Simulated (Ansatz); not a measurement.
TiAl:
```cif
data_AlTi
_chemical_formula_sum 'Ti1 Al1'
_space_group_name_H-M_alt 'P4/mmm'
_space_group_IT_number 123
_space_group_name_Hall '-P 4 2'
_cell_length_a 2.82179
_cell_length_b 2.82179
_cell_length_c 4.07727
_cell_angle_alpha 90.000
_cell_angle_beta 90.000
_cell_angle_gamma 90.000
loop_
_atom_site_label
_atom_site_type_symbol
_atom_site_symmetry_multiplicity
_atom_site_Wyckoff_symbol
_atom_site_fract_x
_atom_site_fract_y
_atom_site_fract_z
_atom_site_occupancy
Ti1 Ti 1 d 0.50000 0.50000 0.50000 1
Al1 Al 1 a 0.00000 0.00000 0.00000 1
```

Relaxed with PBE.

Q: Which orbitals make up the states near the Fermi level in the program Ansatz at the PBE level (PAW)?

A: Within 0.5 eV of the Fermi level: Ti 3d 80 %, Al 3p 12 %. Projections are on Löwdin-orthogonalised atomic valence shells; empty p or d shells of many metals are not among them.

Q: Tabulate the density of states.

A: States/eV per cell of 2 atoms, in 0.25 eV bins, energy from the Fermi level.

| E (eV) | total | Ti 3d | Al 3p | Al 3s |
|---|---|---|---|---|
| -7.85 | 0.28 | 0.01 | 0.06 | 0.12 |
| -7.60 | 0.35 | 0.01 | 0.08 | 0.17 |
| -7.35 | 0.37 | 0.01 | 0.10 | 0.17 |
| -7.10 | 0.38 | 0.02 | 0.12 | 0.16 |
| -6.85 | 0.38 | 0.02 | 0.13 | 0.15 |
| -6.60 | 0.39 | 0.03 | 0.14 | 0.15 |
| -6.35 | 0.40 | 0.04 | 0.15 | 0.15 |
| -6.10 | 0.40 | 0.04 | 0.15 | 0.15 |
| -5.85 | 0.41 | 0.05 | 0.15 | 0.15 |
| -5.60 | 0.42 | 0.06 | 0.16 | 0.16 |
| -5.35 | 0.44 | 0.08 | 0.16 | 0.17 |
| -5.10 | 0.52 | 0.10 | 0.17 | 0.19 |
| -4.85 | 0.61 | 0.14 | 0.17 | 0.24 |
| -4.60 | 0.52 | 0.11 | 0.17 | 0.18 |
| -4.35 | 0.47 | 0.10 | 0.17 | 0.13 |
| -4.10 | 0.48 | 0.11 | 0.19 | 0.11 |
| -3.85 | 0.52 | 0.12 | 0.22 | 0.10 |
| -3.60 | 0.58 | 0.15 | 0.25 | 0.10 |
| -3.35 | 0.67 | 0.19 | 0.28 | 0.10 |
| -3.10 | 0.73 | 0.20 | 0.33 | 0.09 |
| -2.85 | 0.84 | 0.22 | 0.43 | 0.07 |
| -2.60 | 1.00 | 0.29 | 0.50 | 0.07 |
| -2.35 | 1.26 | 0.50 | 0.57 | 0.06 |
| -2.10 | 1.42 | 0.68 | 0.58 | 0.05 |
| -1.85 | 1.53 | 0.73 | 0.64 | 0.05 |
| -1.60 | 2.42 | 1.17 | 1.03 | 0.07 |
| -1.35 | 1.56 | 0.84 | 0.59 | 0.04 |
| -1.10 | 0.96 | 0.57 | 0.32 | 0.03 |
| -0.85 | 1.11 | 0.74 | 0.29 | 0.03 |
| -0.60 | 1.82 | 1.43 | 0.29 | 0.03 |
| -0.35 | 2.17 | 1.73 | 0.31 | 0.01 |
| -0.10 | 2.12 | 1.70 | 0.28 | 0.01 |
| 0.15 | 1.57 | 1.27 | 0.17 | 0.01 |
| 0.40 | 1.37 | 1.11 | 0.13 | 0.01 |
| 0.65 | 1.22 | 0.99 | 0.10 | 0.01 |
| 0.90 | 1.51 | 1.25 | 0.12 | 0.01 |
| 1.15 | 2.01 | 1.68 | 0.16 | 0.01 |
| 1.40 | 2.35 | 1.97 | 0.17 | 0.02 |
| 1.65 | 2.53 | 2.15 | 0.20 | 0.03 |
| 1.90 | 3.56 | 3.12 | 0.25 | 0.03 |
| 2.15 | 3.03 | 2.63 | 0.22 | 0.05 |
| 2.40 | 2.08 | 1.72 | 0.17 | 0.07 |
| 2.65 | 1.25 | 0.97 | 0.15 | 0.02 |
| 2.90 | 1.14 | 0.83 | 0.15 | 0.05 |
| 3.15 | 1.00 | 0.71 | 0.15 | 0.05 |
| 3.40 | 0.90 | 0.47 | 0.21 | 0.10 |
| 3.65 | 1.43 | 0.78 | 0.37 | 0.15 |
| 3.90 | 2.02 | 1.16 | 0.37 | 0.34 |
| 4.15 | 1.80 | 0.86 | 0.33 | 0.44 |
| 4.40 | 1.09 | 0.40 | 0.29 | 0.26 |
| 4.65 | 0.91 | 0.29 | 0.27 | 0.19 |

The PBE relaxation kept the symmetry of its start; phonons on a q-mesh show no instability. The run is not spin-polarised.

Potentials: the later of the program's two PAW sets.
